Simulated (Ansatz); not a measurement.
# Trial structures of BAsI6

BAsI6 was placed in 6 structures, borrowed from other compounds or built from prototypes, and relaxed with PBEsol and then r2SCAN+rVV10 in Ansatz, symmetry kept. Energies are static, from a final single point; gaps are the least over its mesh and special points. Simulated, non-magnetic, generated structures, which need not be known phases.

| start | ends in | volume (Å³/atom) | energy, r2SCAN+rVV10 (meV/atom) | gap, r2SCAN+rVV10 (eV) | shaken (PBEsol) |
| --- | --- | --- | --- | --- | --- |
| LaAlH6 type (No. 166) | R-3m | 45.15 | 323 | 0.66 | not tested |
| MgZrF6 type (No. 225) | Fm-3m | 39.76 | 502 | metal | falls 432 meV |
| AlSiNi6 type (No. 123) | P4/mmm | 32.82 | 1097 | metal | falls 1034 meV |
| KCrF6 type (No. 148) | R-3 | 36.07 | 696 | 0.24 | not tested |
| MgTiF6 type (No. 148) | R-3 | 31.81 | 329 | 0.31 | falls 310 meV |
| MoWO6 type (No. 8) | Cm | 51.77 | 0 | 1.43 | falls 17 meV |

Energies count from the lowest cell; the last column tells what a randomly displaced small cell does when relaxed without symmetry, which tests only the distortions that fit it.

Of the symmetric cells the lowest is the one started from MoWO6 type (No. 8), which ends in Cm (No. 8), 323 meV an atom below the next (LaAlH6 type (No. 166)). With PBEsol alone and the shaken cells counted, the lowest of the cells computed is the shaken one from AlSiNi6 type (No. 123) (Pm), about 39 meV an atom below the lowest symmetric cell, that from MoWO6 type (No. 8). Other structures, not tried here, could lie lower.

The cells shaken are PBEsol's, whose volumes can differ from those tabled by ten per cent. The falls are PBEsol's, in meV an atom on the shaken cell's own mesh; a cell that falls isn't a minimum, and its place in the table may change once it distorts.

The cells in order of energy (the first three):
- MoWO6 type (No. 8): Cm, 51.77 Å³ an atom. Around B lie 3 I at 2.12 Å; around As lie 3 I at 2.55–2.58 Å; around I lie 1 As at 2.58 Å; around I lie 1 B at 2.12 Å; around I lie 1 As at 2.55 Å.
- LaAlH6 type (No. 166): R-3m, 45.15 Å³ an atom. Around B lie 6 I at 2.61 Å; around As lie 6 I at 2.79 Å; around I lie 1 B at 2.61 Å and 1 As at 2.79 Å.
- MgTiF6 type (No. 148): R-3, 31.81 Å³ an atom. Around B lie 6 I at 2.58 Å; around As lie 6 I at 2.89 Å; around I lie 1 B at 2.58 Å and 1 As at 2.89 Å.

The lowest symmetric cell:
```
B As I
1.0
     4.40379   -3.99841   -0.00920
     4.40379    3.99841   -0.00920
    -0.02682    0.00000   11.76133
B As I
1 1 6
Direct
  0.84872 0.84872 0.81050
  0.06524 0.06524 0.26767
  0.49017 0.98857 0.22169
  0.98857 0.49017 0.22169
  0.55401 0.01247 0.73498
  0.01247 0.55401 0.73498
  0.05233 0.05233 0.48443
  0.98850 0.98850 0.95806
```

No spin-orbit coupling is included; it can move band edges with weight on the heavy atoms by tenths of an eV.

For some runs the program warns that the potential is rough where the density is thin, which bears on the empty states there.
